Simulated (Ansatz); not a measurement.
Data:

FeGe:
```yaml
crystal:
  lattice:
    - [5.82392, 1.93008, 0.00000]
    - [-5.82392, 1.93008, 0.00000]
    - [-1.14667, 0.00000, 4.68605]
  atoms:
    - { symbol: Fe, position: [0.00000, 0.00000, 0.00000] }
    - { symbol: Fe, position: [0.00000, 0.00000, 0.50000] }
    - { symbol: Fe, position: [0.79502, 0.20498, 0.64247] }
    - { symbol: Fe, position: [0.20498, 0.79502, 0.35753] }
    - { symbol: Ge, position: [0.18454, 0.81546, 0.84238] }
    - { symbol: Ge, position: [0.81546, 0.18454, 0.15762] }
    - { symbol: Ge, position: [0.42958, 0.57042, 0.70070] }
    - { symbol: Ge, position: [0.57042, 0.42958, 0.29930] }
```
The run is spin-polarised; directions of the spins, atom by atom: ↑ ↑ ↑ ↑ 0 0 0 0.

This is the PBEsol-relaxed structure.

Q: All from PBEsol (plane waves, PAW; program Ansatz), unless another level is named. Predict the electronic character.

A: metallic (no gap).

Q: And the density of states at the Fermi level?

A: 0.57 states/eV per atom (mean over ±0.08 eV).

Q: Next, the formation energy from the elements (no fitted shifts)?

A: -0.18 eV/atom.

Space group C2/m. The first step of the workflow began from a Materials Project structure, measured or hypothetical; the Crystallography Open Database copy checked does not list it. COD files the formula under space group No. 198. Whether it is the stable phase at ambient conditions was not checked. Symmetry was held in the PBEsol relaxation; whether a distortion lowers the energy is not shown. Magnetic state: ferromagnetic, chosen from 3 collinear starts compared on coarse meshes (ties went to the first, and starts can fall back to one state), not a proven ground state. The references are the lowest solids computed at this level, not always the standard phases. Spin–orbit coupling is left out wherever it is not named.

Potentials: the later of the program's two PAW sets.
